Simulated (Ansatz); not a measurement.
# Y₃Mg₂TiS₈ — field gradients at the nuclei

The cell is a Materials Project structure (computed, not necessarily an observed phase), taken as it stands.

Space group R-3m:H (No. 166); a = 7.8171, c = 18.7442 Å, γ = 120.00°.

```csv
site,Wyckoff,site symmetry,x,y,z
Y,9e,.2/m,0.6667,0.8333,0.3333
Mg,6c,3m,0.0000,0.0000,0.8754
Ti,3b,-3m,0.0000,0.0000,0.5000
S7,18h,.m,0.6898,0.8449,0.5781
S9,6c,3m,0.0000,0.0000,0.2543
```

One atom of each set is listed; the run and its k-mesh use a cell of 14 atoms with edges of 7.71, 7.71, 7.71 Å.

The numbers come from a DFT calculation in Ansatz (PBE, plane waves and PAW, scalar-relativistic, collinear spin, 420 eV cutoff, Γ-centred 5×5×5 k-points, Fermi–Dirac smearing 0.02 eV). Start moments as typed (μB): 1 on each Ti, none on the rest.

C_Q = eQV_zz/h, which is 24.18 MHz for Q = 1 b and V_zz = 10²¹ V/m²; η = (V_xx − V_yy)/V_zz.

Mg-25: I = 5/2, Q = 199.4 mb; 49Ti: I = 7/2, Q = 247.0 mb; ³³S: I = 3/2, Q = -69.40 mb. Nuclear quadrupole moments: year-2017 set (Pyykkö).

| site | atoms | first shell | V_zz (10²¹ V/m²) | η | C_Q (MHz) |
| --- | --- | --- | --- | --- | --- |
| Y | 3 | 6 S at 2.70–2.74 Å | 1.73 | 0.96 | – |
| Mg | 2 | 4 S at 2.43–2.51 Å | 0.19 | 0.00 | 0.924 |
| Ti | 1 | 6 S at 2.56 Å | -4.57 | 0.00 | -27.3 |
| S7 | 6 | 1 Mg at 2.51 Å, 1 Ti at 2.56 Å, 2 Y at 2.74 Å | 3.85 | 0.42 | -6.46 |
| S9 | 2 | 1 Mg at 2.43 Å, 3 Y at 2.70 Å | 2.58 | 0.00 | -4.32 |

An axis of threefold or higher order runs through Mg, Ti and S9, so V_zz lies along it and η is zero.

Y has no stable isotope with a ground-state quadrupole moment in the table, so no C_Q is given.

With no gap above 0.1 eV, as in a metal, the gradients converge slowly in k; expect changes of a tenth or more on a denser mesh. Without spin–orbit coupling (the program notes it for Y) the gradients can shift somewhat, as the gap is small. Semilocal functionals can leave a metal where correlation in the d or f shell opens a gap in the real compound, and that would change the values at and beside Ti. All moments are parallel here, as the start or the cell imposes; many such compounds order antiparallel, where fields and spin densities carried over to other atoms largely cancel. The magnetic order is the one that the run reached from its start moments, not necessarily the measured one (the real compound may not order at all). Where η is near 1 the sign of V_zz means little.

The run took 2.4 min of wall time (2.4 min of CPU time) and 1.1 GiB at its peak, on 1 thread of Arm Neoverse V1 (aarch64; 8 cores open to the job, memory cap 3.0 GiB, no GPU), a shared host with a load of 0.9 a core.
